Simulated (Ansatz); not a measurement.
YHg2 (space group P6/mmm)

```
CELL_PARAMETERS angstrom
      4.83104     0.00000     0.00000
     -2.41552     4.18380     0.00000
      0.00000     0.00000     3.41948
ATOMIC_POSITIONS crystal
  Y  0.00000 0.00000 0.00000
  Hg 0.33333 0.66667 0.50000
  Hg 0.66667 0.33333 0.50000
```

E(V) scan at fixed shape, V₀ the volume above. Symmetry pins the atoms to their sites.

Method: PBEsol (plane waves to 420 eV, PAW, scalar-relativistic; Ansatz, an electronic-structure program). k mesh 11×11×14 (Γ-centred), Fermi-Dirac smearing 0.05 eV. E stands for the smeared free energy. Stress and pressure are positive under compression. With the shape held, the modulus is that of even scaling; a crystal free to change shape is softer. Spin-orbit coupling is left out, though Hg is heavy. YHg2 is run without spin polarisation. YHg2 was relaxed with its symmetry unable to fall. ΔE is measured from the relaxed starting cell. The last digit holds for this mesh only.

| V (Å³/atom) | ΔE (meV/atom) |
|---|---|
| 20.734 | 72.4 |
| 21.310 | 38.5 |
| 21.886 | 16.2 |
| 22.462 | 3.8 |
| 23.038 | 0.0 |
| 23.614 | 3.4 |
| 24.190 | withheld |
| 24.766 | 28.1 |
| 25.342 | 47.6 |

Problem. Fit a third-order Birch-Murnaghan form (E₀, V₀, B₀, B₀′ free) to the given rows and predict ΔE at V = 24.190.

Solution. Least squares on the 8 given rows: ΔE = E₀ + (9V₀B₀/16)·y²·[2 + (B₀′ − 4)y], y = (V₀/V)^(2/3) − 1, with V₀ = 23.039 Å³/atom, B₀ = 80.82 GPa (160.2 GPa = 1 eV/Å³; the term in eV is multiplied by 1000), B₀′ = 5.23, E₀ = -0.02 meV/atom; root-mean-square residual 0.02 meV/atom. At 24.190 the fit gives 13.1 meV/atom; the calculation gives 13.1 meV/atom, the same to the digits shown. For the pressure the fit gives -3.5 GPa against the computed -3.5 GPa.

(Under strain, the slope of the energy per volume gives the stress and its curvature an elastic modulus.)
